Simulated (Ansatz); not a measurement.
Values for one crystal, relaxed and computed with PBE in the plane-wave PAW code Ansatz; other levels are named.

* **Volume per atom**: 13.82 Å³
* **Electronic character**: metallic (no gap)
* **Density of states at the Fermi level**: 1.1 states/eV per atom (mean over ±0.08 eV)
* **Gap with spin–orbit coupling**: none (metallic)
* **Pressure derivative B′**: 4.9
* **Bulk modulus (Birch–Murnaghan fit)**: 308 GPa

Problem. Pick the material that matches.
A) La, diamond
B) Ce, fcc (Cu type)
C) Ru, dhcp (α-La type)
D) Pd, diamond

Solution. C, Ru, dhcp (α-La type)

Space group P6_3/mmc (dhcp (α-La type)). The start of the workflow was typed in or built on a structure type. Its sites differ from those of the usual phase in this space group: another stacking or structure type. Symmetry was held in the PBE relaxation; whether a distortion lowers the energy is not shown. The run is not spin-polarised. Scalar-relativistic: spin–orbit coupling is off unless named, which matters more the heavier the elements.

Potentials: the earlier of the program's two PAW sets.
